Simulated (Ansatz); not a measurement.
**Relaxing Tl$_{2}$Se in the fluorite type**

First guess:

```
CELL_PARAMETERS angstrom
0.00000 3.25962 3.25962
3.25962 0.00000 3.25962
3.25962 3.25962 0.00000
ATOMIC_POSITIONS crystal
Se 0.00000 0.00000 0.00000
Tl 0.25000 0.25000 0.25000
Tl 0.75000 0.75000 0.75000
```

Level of theory: DFT, PBE, PAW with Ansatz's default frozen-core files, scalar-relativistic in Ansatz 0.2.0.

Cell and atoms relax within the symmetry of the start on a 10×10×10 k mesh with 0.03 eV Fermi–Dirac smearing.

The start is built from a prototype, known or not as a phase of this compound; the cutoff is 420 eV.

No spin–orbit coupling, which matters for the heavy atoms here.

Q: What is the pressure of the first guess?

A: 27.2 GPa.

Q: What does it relax to?

A: a = 7.560 Å, b = 7.560 Å, c = 7.560 Å, α = 90.00°, β = 90.00°, γ = 90.00° (conventional cell), 36.00 Å³ per atom:
```
CELL_PARAMETERS angstrom
0.00000 3.77983 3.77983
3.77983 0.00000 3.77983
3.77983 3.77983 0.00000
ATOMIC_POSITIONS crystal
Se 0.00000 0.00000 0.00000
Tl 0.25000 0.25000 0.25000
Tl 0.75000 0.75000 0.75000
```

Q: How much energy does the relaxation release?

A: 718 meV/atom.
